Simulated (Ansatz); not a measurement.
Relaxed structure of HF on the (100) surface of TiC, one molecule per 36.8 Å² (the molecule's atoms stand last):

```xyz
34
Lattice="6.0686 0.0000 0.0000 0.0000 6.0686 0.0000 0.0000 0.0000 24.4368" Properties=species:S:1:pos:R:3 pbc="T T T"
Ti    1.5172    1.5172    8.0000
Ti    1.5172    4.5515    8.0000
Ti    4.5515    1.5172    8.0000
Ti    4.5515    4.5515    8.0000
C     3.0343    3.0343    8.0000
C     3.0343    0.0000    8.0000
C     0.0000    3.0343    8.0000
C     0.0000    0.0000    8.0000
Ti    3.0343    3.0343   10.1456
Ti    3.0343    0.0000   10.1456
Ti    0.0000    3.0343   10.1456
Ti    0.0000    0.0000   10.1456
C     4.5515    4.5515   10.1456
C     4.5515    1.5172   10.1456
C     1.5172    4.5515   10.1456
C     1.5172    1.5172   10.1456
Ti    4.5480    4.5480   12.2774
Ti    4.5491    1.5204   12.2724
Ti    1.5204    4.5491   12.2723
Ti    1.5197    1.5196   12.2671
C    -0.0001   -0.0001   12.2835
C    -0.0005    3.0356   12.2883
C     3.0356   -0.0006   12.2883
C     3.0353    3.0353   12.2929
Ti    0.0047    0.0047   14.3571
Ti    0.0079    3.0325   14.3588
Ti    3.0328    0.0077   14.3588
Ti    3.0244    3.0244   14.4136
C     1.5184    1.5184   14.4857
C     1.5119    4.5569   14.4707
C     4.5571    1.5118   14.4704
C     4.5652    4.5654   14.5033
F     3.5025    3.5001   16.7235
H     4.0680    4.0721   16.1372
```

Level of theory: Ansatz 0.2.0, DFT PBE+D3(BJ), scalar-relativistic, plane waves, PAW. Plane waves to 420 eV, a k mesh through Γ of 3×3×1 on the computed 34-atom cell and Gaussian smearing (0.10 eV); no spin polarisation. The cell repeats along c with a dipole correction in the vacuum.

The slab and the molecular layer are also computed alone at these places.

Task: How does the adsorption energy per molecule split into interaction and deformation?

Result: E_ads = -0.507 eV: interaction of the rigid parts -0.639 eV, deformation of the slab +0.037 eV, deformation of the molecule with its lateral interactions +0.096 eV.

Task: How much charge moves across the plane at z = 15.32 Å, midway between slab and molecule?

Result: No net charge (under 0.01 e); half the integral of |Δρ| is 0.25 e.

Task: How does the density difference (whole less rigid parts, positive where electrons gather), summed over the plane, run along c?

Result:
| z (Å) | Δρ (e/Å) |
| --- | --- |
| 6.11 | 0.000 |
| 6.24 | 0.000 |
| 6.52 | 0.000 |
| 6.65 | 0.000 |
| 6.92 | 0.000 |
| 7.06 | -0.001 |
| 7.20 | -0.001 |
| 7.47 | -0.002 |
| 7.60 | -0.002 |
| 7.87 | 0.001 |
| 8.01 | 0.003 |
| 8.15 | 0.002 |
| 8.42 | -0.001 |
| 8.55 | -0.001 |
| 8.69 | 0.000 |
| 8.96 | 0.000 |
| 9.10 | 0.000 |
| 9.37 | 0.000 |
| 9.50 | 0.000 |
| 9.64 | -0.001 |
| 9.91 | -0.001 |
| 10.05 | 0.002 |
| 10.32 | 0.002 |
| 10.45 | 0.000 |
| 10.59 | -0.001 |
| 10.86 | 0.000 |
| 11.00 | 0.000 |
| 11.27 | 0.001 |
| 11.40 | 0.001 |
| 11.54 | 0.001 |
| 11.81 | -0.001 |
| 11.95 | -0.004 |
| 12.22 | -0.005 |
| 12.35 | 0.000 |
| 12.49 | 0.005 |
| 12.76 | 0.006 |
| 12.90 | 0.004 |
| 13.03 | 0.002 |
| 13.30 | 0.000 |
| 13.44 | 0.001 |
| 13.71 | 0.005 |
| 13.85 | 0.008 |
| 13.98 | 0.008 |
| 14.25 | -0.004 |
| 14.39 | -0.009 |
| 14.66 | 0.003 |
| 14.80 | 0.005 |
| 14.93 | 0.003 |
| 15.21 | 0.016 |
| 15.34 | 0.028 |
| 15.61 | 0.038 |
| 15.75 | 0.031 |
| 15.88 | 0.014 |
| 16.16 | -0.033 |
| 16.29 | -0.039 |
| 16.56 | -0.002 |
| 16.70 | 0.008 |
| 16.83 | -0.009 |
| 17.11 | -0.022 |
| 17.24 | -0.015 |
| 17.38 | -0.010 |
| 17.65 | -0.004 |
| 17.78 | -0.003 |
| 18.06 | -0.001 |
| 18.19 | -0.001 |
| 18.33 | 0.000 |
| 18.60 | 0.000 |
| 18.73 | 0.000 |
| 19.01 | 0.000 |
| 19.14 | 0.000 |